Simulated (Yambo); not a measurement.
G0W0@PBEsol for WO₃ (ReO3 type, space group Pm-3m, No. 221) in Yambo. Reference settings: 4×4×4 Γ-centred k mesh, bands 2 to 129 and a 10 Ry block in the screening, 129 bands in G with the Bruneval-Gonze terminator, plasmon pole fitted at 27.2 eV. The PBEsol gap R → Γ on this mesh is 0.60 eV; G0W0 gaps are taken between the same points.

The settings were changed. The gap went from 1.47 eV to 1.45 eV, and the shift of the valence edge from -0.19 eV to 0.56 eV.

Name the change that produced these shifts.
(A) 4 Ry block
(B) 81 bands in W, 81 bands in G
(C) 47 bands in G, no terminator
(D) no terminator

C, 47 bands in G, no terminator. The others gave (gap, valence shift): 81 bands in W, 81 bands in G: 1.51, -0.13 eV; no terminator: 1.42, 0.04 eV; 4 Ry block: 1.44, -0.06 eV.

Spin-orbit coupling is not included.

Geometry relaxed with PBEsol; primitive cell a = b = c = 3.795 Å, α = β = γ = 90.00°.

The structure is a Materials Project entry; no match was found in the copy of COD used, and its stability was not checked.

A shift is the quasiparticle energy of the state minus its PBEsol energy.
